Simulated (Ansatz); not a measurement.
Input:

VSi2:
```
CELL_PARAMETERS angstrom
      0.00000     2.88268     2.88268
      2.88268     0.00000     2.88268
      2.88268     2.88268     0.00000
ATOMIC_POSITIONS crystal
  V  0.00000 0.00000 0.00000
  Si 0.25000 0.25000 0.25000
  Si 0.75000 0.75000 0.75000
```
Starting moments (μB, in the order of the atoms V Si Si): 1.7 0.0 0.0.

This is the PBE-relaxed structure.

All from PBE in the plane-wave PAW code Ansatz, unless another level is named. Give the electronic character.

metallic (no gap).

Predict the formation energy from the elements (no fitted shifts).

237 meV/atom.

What about the density of states at the Fermi level?

1.2 states/eV per atom (mean over ±0.08 eV).

Space group Fm-3m (fluorite or antifluorite type). The cell is a constructed one: a structure type filled with these elements; neither database checked (COD, Materials Project) lists it. COD files the formula under space group No. 181, so this cell is another polymorph or a model. Whether it is the stable phase at ambient conditions was not checked. Symmetry was held in the PBE relaxation; whether a distortion lowers the energy is not shown. Spin order of the final state: ferromagnetic, chosen from 3 collinear starts compared on coarse meshes (ties went to the first, and starts can fall back to one state), not a proven ground state. The references are the lowest solids computed at this level, not always the standard phases.

Potentials: the later of the program's two PAW sets.
